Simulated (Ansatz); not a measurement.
Li2Ti2O3, a known structure type with other elements, at an estimated volume

```yaml
crystal:
  lattice:
    - [5.42960, 0.00000, 0.00000]
    - [0.00000, 5.55274, 0.00000]
    - [-2.54022, 0.00000, 4.86934]
  atoms:
    - { symbol: Ti, position: [0.33500, 0.12200, 0.07300] }
    - { symbol: Ti, position: [0.66500, 0.62200, 0.42700] }
    - { symbol: Ti, position: [0.66500, 0.87800, 0.92700] }
    - { symbol: Ti, position: [0.33500, 0.37800, 0.57300] }
    - { symbol: Li, position: [0.15200, 0.84600, 0.41100] }
    - { symbol: Li, position: [0.84800, 0.34600, 0.08900] }
    - { symbol: Li, position: [0.84800, 0.15400, 0.58900] }
    - { symbol: Li, position: [0.15200, 0.65400, 0.91100] }
    - { symbol: O, position: [0.37200, 0.42500, 0.24700] }
    - { symbol: O, position: [0.62800, 0.92500, 0.25300] }
    - { symbol: O, position: [0.62800, 0.57500, 0.75300] }
    - { symbol: O, position: [0.37200, 0.07500, 0.74700] }
    - { symbol: O, position: [0.00000, 0.00000, 0.00000] }
    - { symbol: O, position: [0.00000, 0.50000, 0.50000] }
```

The numbers come from plane-wave PAW DFT (Ansatz): PBE, no spin polarisation, 420 eV, 5×4×5 Γ-centred k points, fermi-dirac occupations (width 0.1 eV). Nothing was relaxed.

What do density and ELF say about some of the short contacts?

Ti–O at 1.80 Å: least valence density 1.02 e/Å³ and ELF 0.22 there. Li–O at 2.10 Å: least valence density 0.14 e/Å³ and ELF 0.03 there. These are pseudo-fields; inside the PAW spheres they differ from the all-electron ones.

Which atom feels the largest force, and which way?

The largest is on O9 (and as large on other atoms): 3.35 eV/Å, components (-2.05, 0.21, -2.65). It makes 137° with the line to a nearest neighbour, Ti2 at 1.80 Å, pointing away from it.

How is the charge shared?

Bader charges in e: Li +0.85, Ti +1.46, O -1.53. In the mean Ti gives up most and O takes most.

What is the formation energy?

-1.63 eV an atom against the elements' usual phases (free molecules for gases, crystals otherwise, with no correction for O₂ or N₂), so it is bound against them; other compounds may still compete. Relaxing would lower it.

What does the stress say?

The pressure is 31.2 GPa (compression positive), so with the atoms held at these fractions the cell would first expand; the forces are large, so a full relaxation may end otherwise. The principal stresses 24.4, 24.9, 44.2 GPa differ, so its shape would change too.

Metal or insulator?

It is a metal, with about 7.5 states/eV a cell as the mean within 0.25 eV of the Fermi level, mostly Ti d (67 %).

Origin: a known structure type with other elements, at an estimated volume, so it need not be a known compound. Caveats: many states at the Fermi level without spin polarisation, so a magnetic state may lie lower; correlation that this level lacks may open a gap in such a compound; atoms or cell far from equilibrium.
